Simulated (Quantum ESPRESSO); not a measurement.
Hf3Nb3AuMo, input and log of a self-consistent run

A calculation, not a measurement. The program is pw.x of Quantum ESPRESSO 7.5 (plane-wave density functional theory). The cell is made up: eight metal atoms on a face-centred cubic lattice, with elements, volume, strain and displacements drawn at random and not relaxed, so it may be unstable or far from any real phase. PseudoDojo standard norm-conserving files set the functional (PBE unless stated); there is no spin polarisation or spin-orbit coupling, the Fermi-Dirac width of 0.25 eV means electrons at about 2900 K, and the masses in the input are unused placeholders. Heavy elements are run without spin-orbit coupling, which real alloys of them have. A spin test at this wide smearing found no moment, but such smearing suppresses magnetism that the real alloy may have.

Input:

```
&control calculation='scf', pseudo_dir='./dojo.nc.sr.pbe.v0_5.standard.upf', outdir='./o', disk_io='minimal', tprnfor=.true., tstress=.true. /
&system ibrav=0, nat=8, ntyp=4, nbnd=71, ecutwfc=82.02448710, nosym=.true., tot_charge=0,
 occupations='smearing', smearing='fd', degauss=0.0183746611
/
&electrons conv_thr=1.470e-08, electron_maxstep=70, mixing_beta=0.5 /
ATOMIC_SPECIES
Au 1.0 Au.upf
Hf 1.0 Hf.upf
Mo 1.0 Mo.upf
Nb 1.0 Nb.upf
CELL_PARAMETERS angstrom
2.1698 4.3215 2.1705
-0.0799 4.3531 -4.3244
-4.2956 4.344 -0.089
ATOMIC_POSITIONS angstrom
Hf -0.0181 -0.082 0.0707
Hf -2.1763 2.1644 -0.0763
Nb -0.0906 2.1997 -2.1664
Nb -2.2229 4.3418 -2.1931
Nb -0.0305 4.3362 0.0249
Hf -2.0868 6.4944 -0.0233
Au -0.0419 6.4818 -2.2208
Mo -2.2489 8.7329 -2.2892
K_POINTS automatic
5 5 5 1 1 1
```

The log is shortened where brackets say so; the opening notice, blank lines, dates and the lines on written files are dropped, and the path of the files is cut. It prints rydbergs, bohrs and kilobars, and counts compression as positive stress. Its total energy is the free energy E - TS of the whole cell.

```
     Program PWSCF v.7.5
     Parallel version (MPI & OpenMP), running on       4 processor cores
     Number of MPI processes:                 4
     Threads/MPI process:                     1
     [start-up lines left out]
     bravais-lattice index     =            0
     lattice parameter (alat)  =      10.0163  a.u.
     unit-cell volume          =    1079.7179 (a.u.)^3
     number of atoms/cell      =            8
     number of atomic types    =            4
     number of electrons       =       108.00
     number of Kohn-Sham states=           71
     kinetic-energy cutoff     =      82.0245  Ry
     charge density cutoff     =     328.0979  Ry
     scf convergence threshold =      1.5E-08
     mixing beta               =       0.5000
     number of iterations used =            8  plain     mixing
     Exchange-correlation= PBE
                           (   1   4   3   4   0   0   0)
     [axes and pseudopotential details left out]
   Cartesian axes
     site n.     atom                  positions (alat units)
         1        Hf     tau(   1) = (  -0.0034148  -0.0154705   0.0133386  )
         2        Hf     tau(   2) = (  -0.4105900   0.4083449  -0.0143951  )
         3        Nb     tau(   3) = (  -0.0170930   0.4150048  -0.4087222  )
         4        Nb     tau(   4) = (  -0.4193818   0.8191425  -0.4137596  )
         5        Nb     tau(   5) = (  -0.0057543   0.8180859   0.0046977  )
         6        Hf     tau(   6) = (  -0.3937046   1.2252611  -0.0043959  )
         7        Au     tau(   7) = (  -0.0079050   1.2228840  -0.4189856  )
         8        Mo     tau(   8) = (  -0.4242870   1.6475861  -0.4318902  )
     number of k points=    63  Fermi-Dirac smearing, width (Ry)=  0.0184
                       cart. coord. in units 2pi/alat
        k(    1) = (   0.0002476   0.1222723   0.0005091), wk =   0.0320000
        k(    2) = (  -0.1861729   0.1832921   0.0653783), wk =   0.0320000
     [further k points left out]
     Dense  grid:   108385 G-vectors     FFT dimensions: (  60,  72,  72)
     Estimated max dynamical RAM per process >     439.49 MB
     Estimated total dynamical RAM >       1.64 GB
     Initial potential from superposition of free atoms
     starting charge     107.9859, renormalised to     108.0000
     Starting wfcs are   80 randomized atomic wfcs
     total cpu time spent up to now is        8.4 secs
     per-process dynamical memory:   349.2 Mb
     Self-consistent Calculation
     iteration #  1     ecut=    82.02 Ry     beta= 0.50
     Davidson diagonalization with overlap
     ethr =  1.00E-02,  avg # of iterations =  2.6
     total cpu time spent up to now is       28.3 secs
     total energy              =   -1148.08899282 Ry
     estimated scf accuracy    <       2.14915384 Ry
     iteration #  2     ecut=    82.02 Ry     beta= 0.50
     Davidson diagonalization with overlap
     ethr =  1.99E-03,  avg # of iterations =  4.6
     total cpu time spent up to now is       51.0 secs
     total energy              =   -1148.19981264 Ry
     estimated scf accuracy    <       7.53487266 Ry
     iteration #  3     ecut=    82.02 Ry     beta= 0.50
     Davidson diagonalization with overlap
     ethr =  1.99E-03,  avg # of iterations =  2.3
     total cpu time spent up to now is       70.0 secs
     total energy              =   -1148.87957175 Ry
     estimated scf accuracy    <       2.87190542 Ry
     iteration #  4     ecut=    82.02 Ry     beta= 0.50
     Davidson diagonalization with overlap
     ethr =  1.99E-03,  avg # of iterations =  1.4
     total cpu time spent up to now is       86.3 secs
     total energy              =   -1149.09373898 Ry
     estimated scf accuracy    <       0.21212341 Ry
     iteration #  5     ecut=    82.02 Ry     beta= 0.50
     Davidson diagonalization with overlap
     ethr =  1.96E-04,  avg # of iterations =  3.6
     total cpu time spent up to now is      106.7 secs
     total energy              =   -1149.12333045 Ry
     estimated scf accuracy    <       0.05038857 Ry
     [iterations 6 to 14 left out]
     iteration # 15     ecut=    82.02 Ry     beta= 0.50
     Davidson diagonalization with overlap
     ethr =  8.89E-09,  avg # of iterations =  1.4
     total cpu time spent up to now is      295.8 secs
     total energy              =   -1149.13763578 Ry
     estimated scf accuracy    <       0.00000033 Ry
     iteration # 16     ecut=    82.02 Ry     beta= 0.50
     Davidson diagonalization with overlap
     ethr =  3.05E-10,  avg # of iterations =  4.7
     total cpu time spent up to now is      317.3 secs
     total energy              =   -1149.13763583 Ry
     estimated scf accuracy    <       0.00000031 Ry
     iteration # 17     ecut=    82.02 Ry     beta= 0.50
     Davidson diagonalization with overlap
     ethr =  2.88E-10,  avg # of iterations =  2.1
     total cpu time spent up to now is      334.4 secs
     total energy              =   -1149.13763585 Ry
     estimated scf accuracy    <       0.00000036 Ry
     iteration # 18     ecut=    82.02 Ry     beta= 0.50
     Davidson diagonalization with overlap
     ethr =  2.88E-10,  avg # of iterations =  1.0
     total cpu time spent up to now is      350.6 secs
     total energy              =   -1149.13763588 Ry
     estimated scf accuracy    <       0.00000002 Ry
     iteration # 19     ecut=    82.02 Ry     beta= 0.50
     Davidson diagonalization with overlap
     ethr =  1.58E-11,  avg # of iterations =  2.4
     total cpu time spent up to now is      370.0 secs
     End of self-consistent calculation
     [lines on levels left out]
!    total energy              =   -1149.13763588 Ry
     estimated scf accuracy    <          4.4E-09 Ry
     smearing contrib. (-TS)   =      -0.15295534 Ry
     internal energy E=F+TS    =   -1148.98468054 Ry
     The total energy is F=E-TS. E is the sum of the following terms:
     one-electron contribution =    -264.11176763 Ry
     hartree contribution      =     180.41192033 Ry
     xc contribution           =    -236.29780029 Ry
     ewald contribution        =    -828.98703295 Ry
     convergence has been achieved in  19 iterations
     Forces acting on atoms (cartesian axes, Ry/au):
     atom    1 type  2   force =    -0.00837320    0.03027039    0.00349127
     atom    2 type  2   force =     0.03485065    0.00127109    0.04549827
     atom    3 type  4   force =    -0.00751093   -0.01943688   -0.01011426
     atom    4 type  4   force =    -0.00770244    0.00570052   -0.00975573
     atom    5 type  4   force =     0.01077482   -0.00798545   -0.01612306
     atom    6 type  2   force =    -0.02567330   -0.00092447   -0.04359049
     atom    7 type  1   force =    -0.01085788    0.00478923    0.00644202
     atom    8 type  3   force =     0.01449227   -0.01368443    0.02415199
     Total force =     0.095767     Total SCF correction =     0.000235
     Computing stress (Cartesian axis) and pressure
          total   stress  (Ry/bohr**3)                   (kbar)     P=      -34.54
  -0.00026303  -0.00004417  -0.00005198          -38.69       -6.50       -7.65
  -0.00004417  -0.00013528   0.00003806           -6.50      -19.90        5.60
  -0.00005198   0.00003806  -0.00030600           -7.65        5.60      -45.01
     init_run     :      7.94s CPU      8.29s WALL (       1 calls)
     electrons    :    359.63s CPU    361.65s WALL (       1 calls)
     forces       :      2.94s CPU      2.96s WALL (       1 calls)
     stress       :     10.32s CPU     10.58s WALL (       1 calls)
     [timing details left out]
     PWSCF        :   6m20.91s CPU   6m23.59s WALL
     JOB DONE.
```

In other units: free energy -15634.814 eV for the cell, pressure -3.45 GPa, largest force component 1.170 eV/Å in size. The run took 385 s of wall time with four MPI processes on a shared machine (Intel Xeon, 2023 or later, virtual cores), so the time is rough. A rerun of this cell at a higher cutoff and on a denser mesh moved values by no more than 0.003 eV in energy, 0.04 GPa in stress and 0.003 eV/Å in force, and a second program with other atomic files agreed on that cell to 2 % rms in force and 0.5 GPa in pressure.